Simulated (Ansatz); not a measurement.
## Pt (Im-3m), comparing deformations

Method: DFT PBEsol, scalar-relativistic, plane waves, PAW (Ansatz 0.2.0). The runs took a 420 eV cutoff, a Γ-centred 26×26×26 mesh and Gaussian smearing (0.15 eV). Spin–orbit coupling is left out, which can shift energies with elements as heavy as these. No spin polarisation. Energies are free energies at this smearing, counted from the undisturbed cell; pressure is positive in compression.

Reference structure (relaxed at this level; with this scan's settings it stands at 0.1 GPa; this bcc form isn't the usual structure):

```yaml
crystal:
  lattice:
    - [-1.56047, 1.56047, 1.56047]
    - [1.56047, -1.56047, 1.56047]
    - [1.56047, 1.56047, -1.56047]
  atoms:
    - { symbol: Pt, position: [0.00000, 0.00000, 0.00000] }
```

The cell is strained by ε times a Voigt pattern (xx, yy, zz, yz, xz, xy; engineering shear) with fractional coordinates fixed. τ = (1/V0) dE/dε comes from the stress tensor. Of each scan, only the three points used here are listed.

```
            pattern        ε  τ (GPa)
 (1, 1, 0, 0, 0, 0)  -0.0150   -17.00
 (1, 1, 0, 0, 0, 0)   0.0000    -0.21
 (1, 1, 0, 0, 0, 0)   0.0150    14.26
 (0, 0, 1, 0, 0, 0)  -0.0300    -6.91
 (0, 0, 1, 0, 0, 0)   0.0000    -0.11
 (0, 0, 1, 0, 0, 0)   0.0150     2.92
(1, -1, 0, 0, 0, 0)  -0.0100     2.06
(1, -1, 0, 0, 0, 0)   0.0000     0.00
(1, -1, 0, 0, 0, 0)   0.0100    -2.06
```

Q: Which constants do the scans give, and which deformation costs least for the same size of strain tensor?

A: The slope dτ/dε at zero (parabola through three points) is pᵀCp: (1, 1, 0, 0, 0, 0) gives 2(C11 + C12) = 1042 GPa; (0, 0, 1, 0, 0, 0) gives C11 = 210 GPa; (1, -1, 0, 0, 0, 0) gives 2(C11 − C12) = -206 GPa. The size of the strain tensor, ε:ε, is ε² times 2.0, 1.0, 2.0. Per unit of it the stiffnesses are 521, 210, -103 GPa, so (1, -1, 0, 0, 0, 0) is the softest of these, and it is unstable with clamped ions.

In a metal these slopes depend on the k mesh and the smearing.